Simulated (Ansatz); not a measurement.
HfC (rocksalt type), DFT, PBE, all-electron PAW with datasets made for the crystal, scalar-relativistic (Ansatz 0.2.0), on 1 thread of Intel(R) Xeon(R) Platinum 8259CL CPU @ 2.50GHz (Skylake/Cascade Lake) (shared host).

Command: `ansatz run input.yaml --threads 1 --pin off --max-ram 2048MiB --backend cpu --events-out ev --progress --plain --runs-dir out`

```yaml
crystal:
  lattice:
    - [0.0, 1.7134892593, 1.7134892593]
    - [1.7134892593, 0.0, 1.7134892593]
    - [1.7134892593, 1.7134892593, 0.0]
  atoms:
    - { symbol: Hf, position: [0.0, 0.0, 0.0] }
    - { symbol: C, position: [0.5, 0.5, 0.5] }
kpoints:
  mp_grid: { grid: [15, 15, 15] }
scf:
  occupations: { method: fermi_dirac, width: 0.08 }
hamiltonian:
  xc: pbe
  pseudopotentials: { kind: all_electron, datasets: crystal }
output:
  forces: true
  stress: true
  eigenvalues: true
```

How large is the problem that the program sets up?

120 irreducible k-points, 411 plane waves at Γ, 19 bands.

About how long does it take, and how much memory?

26 s of wall time for 10 SCF iterations, with a peak of 0.67 GiB. Times on shared machines scatter by tens of per cent.
